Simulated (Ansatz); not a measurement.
**MgI$_{2}$: two-dimensional strain map**

These are results of DFT PBE, scalar-relativistic, plane waves, PAW in Ansatz 0.2.0, not measurements. Cutoff 420 eV, Γ-centred 6×6×4 k-points, Gaussian smearing of 0.05 eV. Spin–orbit coupling is left out, which matters for the heavy elements here. No spin polarisation. Energies are free energies at this smearing, counted from the undisturbed cell; pressure is positive in compression.

The starting cell (as given, not relaxed at this level; it stands at 1.3 GPa):

```
Mg I
1.0
     4.15370    0.00000    0.00000
    -2.07685    3.59721    0.00000
     0.00000    0.00000    6.86200
Mg I
1 2
Direct
  0.00000 0.00000 0.00000
  0.33333 0.66667 0.75763
  0.66667 0.33333 0.24237
```

The cell holds layers and no dispersion correction was added, so their binding is poorly described.

The cell is strained by p along both x and y and by q along z, fractional coordinates fixed. Points are written (p, q).

Energy above the undisturbed cell in meV/atom (a dash: not computed):

```
 p \ q  -0.030  -0.015  0.000  0.015  0.030
-0.030    55.2    41.7   31.2   23.5   18.5
-0.015    30.4    19.5   11.4    6.0    3.1
 0.000    14.3     5.9    0.0   -3.4   -4.4
 0.015     6.0    -0.2   -4.0   -5.5   -4.9
 0.030     4.6     0.4   -1.5   -1.3    0.9
```

Pressure in GPa:

```
 p \ q  -0.030  -0.015  0.000  0.015  0.030
-0.030     4.9     4.2    3.6    3.0    2.5
-0.015     3.5     2.9    2.4    1.8    1.3
 0.000     2.3     1.8    1.3    0.8    0.4
 0.015     1.3     0.8    0.3   -0.1   -0.5
 0.030     0.3    -0.1   -0.5   -0.8   -1.2
```

Gap on the k-mesh in eV:

```
 p \ q  -0.030  -0.015  0.000  0.015  0.030
-0.030    3.56    3.62   3.58   3.54   3.47
-0.015    3.47    3.55   3.60   3.56   3.50
 0.000    3.39    3.46   3.53   3.57   3.51
 0.015    3.31    3.37   3.43   3.49   3.51
 0.030    3.21    3.25   3.29   3.33   3.36
```

Cost: 25 runs of about 1.9 core-minutes in all, on Arm Neoverse V1 (shared hosts).